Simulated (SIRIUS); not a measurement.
SIRIUS run on CdSe (P6_3mc, 4 atoms in the cell; from Materials Project mp-1070, changed as shown): self-consistent single point.

Computed with PBE, FP-LAPW (LAPW with two local orbitals a valence shell; core below -3 Ha), all-electron full potential with ZORA scalar-relativistic valence and Dirac core run with SIRIUS 7.12.0.

The change in words: volume scaled by 0.99. Reference geometry (P6_3mc):
```
CELL_PARAMETERS angstrom
      4.34609     0.00000     0.00000
     -2.17305     3.76382     0.00000
      0.00000     0.00000     7.08984
ATOMIC_POSITIONS crystal
  Cd 0.66667 0.33333 0.49995
  Cd 0.33333 0.66667 0.99995
  Se 0.66667 0.33333 0.87591
  Se 0.33333 0.66667 0.37591
```

Reference input (self-consistent single point, DFT, PBE, FP-LAPW (LAPW with two local orbitals a valence shell; core below -3 Ha), all-electron full potential with ZORA scalar-relativistic valence and Dirac core): parameters.ngridk = 8 8 4; basis = LAPW with two local orbitals a valence shell, core below -3 Ha; unit_cell.atom_type_rmt = {Cd: 2.4, Se: 2.36} bohr; parameters.xc_functionals = [XC_GGA_X_PBE, XC_GGA_C_PBE]; parameters.aw_cutoff = 7; parameters.pw_cutoff = 16 1/bohr; parameters.smearing = gaussian; parameters.smearing_width = 0.000367493 Ha; parameters.electronic_structure_method = full_potential_lapwlo; parameters.lmax_apw = 8; parameters.lmax_rho = 8; parameters.lmax_pot = 8. This run's input differs from it in these lines:

```diff
@@ -36,7 +36,7 @@
     "lattice_vectors": [
-      [0.9999999772, 0.0, 0.0],
-      [-0.4999999886, 0.8660253042, 0.0],
-      [0.0, 0.0, 1.6313145468]
+      [0.9999999969, 0.0, 0.0],
+      [-0.4999999984, 0.866025385, 0.0],
+      [0.0, 0.0, 1.6313145907]
     ],
-    "lattice_vectors_scale": 8.21292,
+    "lattice_vectors_scale": 8.185447,
     "atom_coordinate_units": "A",
@@ -53,8 +53,8 @@
       "Cd": [
-        [2.173047173, 1.2546067454, 3.544565508],
-        [-2.173e-06, 2.5092172546, 7.089485508]
+        [2.1657781658, 1.2504100829, 3.5327086938],
+        [-2.1658e-06, 2.5008239171, 7.0657706938]
       ],
       "Se": [
-        [2.173047173, 1.2546067454, 6.2100617544],
-        [-2.173e-06, 2.5092172546, 2.6651417544]
+        [2.1657781658, 1.2504100829, 6.1892886728],
+        [-2.1658e-06, 2.5008239171, 2.6562266728]
       ]
```

Output, abridged:

```
[find] density tolerance         : 1e-06
[find] total energy tolerance    : 1e-07
[find] iter_solver_tol (initial) : 0.01
[find] iter_solver_tol (target)  : 1e-13
[find] num_dft_iter              : 100
Charges and magnetic moments
--------------------------------------------------------------------------------
atom      charge    core leakage
--------------------------------------------------------------------------------
   0   46.426594    0.000000e+00
   1   46.426594    0.000000e+00
   2   32.214252    0.000000e+00
   3   32.214252    0.000000e+00

total core leakage    : 0.00000000e+00
interstitial charge   : 6.718309
   [... lines left out ...]
[find]    3   32.414395    7.607455e-05
[find] total core leakage    : 1.56112614e-03
[find] interstitial charge   : 6.810116
[find] total charge          : 163.998436
[find] Energy
[find] smearing (-TS)                 :      -0.00000000
[find] Total energy                   :  -16052.58585168 (Ha),  -32105.17170336 (Ry)
[find] Free energy (E-TS)             :  -16052.58585168 (Ha),  -32105.17170336 (Ry)
[find] band gap (eV)                  :       0.54735746
[find] Efermi                         :       0.09364161
[find] iteration : 12, RMS (target) : 9.1739e-07 (1.0000e-06) , energy difference (target) : 2.1175e-08 (1.0000e-07)
[find] converged after 13 SCF iterations!
Warning in function "check_num_electrons" at src/density/density.cpp:1179
wrong number of electrons
  obtained value : 163.998
  target value : 164
  difference : 0.00156417
  total core leakage : 0.00156113
    atom class : 0, core leakage : 0.000704489
    atom class : 1, core leakage : 7.60746e-05
[find] Charges and magnetic moments
[find] atom      charge    core leakage
[find]    0   46.179765    7.044885e-04
[find]    1   46.179765    7.044885e-04
[find]    2   32.414395    7.607455e-05
[find]    3   32.414395    7.607455e-05
[find] total core leakage    : 1.56112614e-03
[find] interstitial charge   : 6.810116
[find] total charge          : 163.998436
[find] Energy
[find] smearing (-TS)                 :      -0.00000000
   [... lines left out ...]
[find] Free energy (E-TS)             :  -16052.58585168 (Ha),  -32105.17170336 (Ry)
[find] band gap (eV)                  :       0.54735746
   [... lines left out ...]
[find] Efermi                         :       0.09364161
[ground_state] ==== total Forces in Ha/bohr =====
[ground_state] atom:    0, force:      -0.0000000     -0.0000000      0.0001515
[ground_state] atom:    1, force:       0.0000000     -0.0000000      0.0001515
[ground_state] atom:    2, force:      -0.0000000      0.0000000     -0.0001165
[ground_state] atom:    3, force:       0.0000000     -0.0000000     -0.0001165
```

The run converged in 13 iterations. Against the reference run the free energy goes up by 1.8 meV/atom, the largest force hardly changes (0.007 to 0.008 eV/Å) and the gap on the mesh goes from 0.525 to 0.547 eV.

The structure comes from a collection of computed structures, made at another level of theory; the collection holds predicted forms beside known ones. Values depend on the basis (sphere radii, cutoffs, local orbitals), which need not be converged.

Cost on one core: about 70 core-seconds (a rough figure).

The gap that the log prints is read on the run's mesh, which can miss the band edges or a crossing.
